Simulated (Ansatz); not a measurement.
InSb (rock salt, Fm-3m), PBE in the plane-wave PAW code Ansatz, all energies at zero smearing, with the estimated change up to a 700 eV cutoff added, with one set of potentials and settings (totals compare only within such a set). Cell of 2 atoms (1 Sb, 1 In): -12082.299 eV.

```json
[
 {"element": "Sb", "reference phase": "R-3m, 2 atoms in the cell", "E (eV/atom)": "-6484.4916"},
 {"element": "In", "reference phase": "I4/mmm, 1 atoms in the cell", "E (eV/atom)": "-5597.8481"}
]
```

Formation energy per atom, worked out: (-12082.299 − 1×(-6484.4916) − 1×(-5597.8481))/2 = 0.021 eV/atom (2 kJ per mol of atoms), at 0 K, without zero-point energy or fitted corrections.

A made-up cell: these elements were put on the sites of a structure type; the Crystallography Open Database copy checked does not list it. It is not the phase usual at ambient conditions (space group No. 216). Symmetry was held in the PBE relaxation; its stability against distortions is not shown here. The references are the lowest solids computed at this level, not always the standard phases. Scalar-relativistic: spin–orbit coupling is off unless named, which matters more the heavier the elements.

Potentials: the later of the program's two PAW sets.
